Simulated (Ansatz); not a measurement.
In HfC (rock salt type) the Hf atom of the primitive cell, with all its periodic images, is moved by 0.06 Å along [111].

```xyz
2
Lattice="0.0000 2.3250 2.3250 2.3250 0.0000 2.3250 2.3250 2.3250 0.0000" Properties=species:S:1:pos:R:3 pbc="T T T"
Hf    0.0346    0.0346    0.0346
C     2.3250    2.3250    2.3250
```

These are results of HSE06, plane waves, norm-conserving pseudopotentials (Ansatz 0.2.0 development build), not measurements.

Cutoff 1116 eV; exchange singularity: Wigner-Seitz; k-mesh 4×4×4 Γ-centred; Fermi–Dirac smearing of 0.1 eV; no spin polarisation; no spin–orbit coupling.

Q: What force results?

A: The force on it along the displacement is -0.0606 eV/Å, a force constant of 1.01 eV/Å². On a mesh this coarse the force constant of so soft a mode can lie far from its converged value, in sign too.

```
atom  Fx (eV/Å)  Fy (eV/Å)  Fz (eV/Å)
 Hf1    -0.0350    -0.0350    -0.0350
  C2     0.0350     0.0350     0.0350
```

The k-mesh is coarse, so these values belong to this mesh and can lie far from the converged ones. Potentials made with PBE were used with another functional.
